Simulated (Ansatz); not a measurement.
Relaxed NiSi2 (fluorite type, space group Fm-3m):

```
CELL_PARAMETERS angstrom
      0.00000     2.72203     2.72203
      2.72203     0.00000     2.72203
      2.72203     2.72203     0.00000
ATOMIC_POSITIONS crystal
  Ni 0.00000 0.00000 0.00000
  Si 0.25000 0.25000 0.25000
  Si 0.75000 0.75000 0.75000
```

Scan: atom 3 (Si, nearest neighbour Ni at 2.357 Å; its periodic images, 3.8 Å or more away, move with it) is displaced along Cartesian z, direction (0.000, 0.000, 1.000) in Cartesian axes, by s. The other atoms stay.

These are PBE (plane waves to 420 eV, PAW, scalar-relativistic; Ansatz, a program for electronic structure) values and carry that method's errors. k mesh 12×12×12 (Γ-centred), Fermi-Dirac smearing 0.05 eV. The energy includes the smearing's −TS. With partly filled bands, energies and forces of such displacements shift with the k mesh and the smearing. NiSi2 is run without spin polarisation. NiSi2 was relaxed with its symmetry unable to fall. The PAW data are Ansatz's earlier set. The zero of ΔE is the undisplaced structure. The last digit holds for this mesh only.

```tsv
s (Å)	ΔE (meV/cell)
-0.470	894.8
-0.376	554.3
-0.282	303.7
-0.188	withheld
-0.094	32.1
0.000	0.0
0.094	32.1
0.188	withheld
0.282	303.7
0.376	554.3
0.470	894.8
```

Question: Fit an even polynomial form (powers 2, 4, 6) to the given rows and predict ΔE at s = 0.188.

Answer: Least squares on the 9 given rows: ΔE = (3676)·s² + (1805)·s⁴ + (-499.9)·s⁶, in meV/cell with s in Å; root-mean-square residual 0.27 meV/cell. At 0.188 the fit gives 132.2 meV/cell; the calculation gives 131.7 meV/cell, so the interpolation is off by 0.5 (+0.4 %). The quadratic term alone would give 129.9 meV/cell.

(A displaced cell: forces are minus the slopes of the energy, force constants its curvatures, and phonons follow from these.)
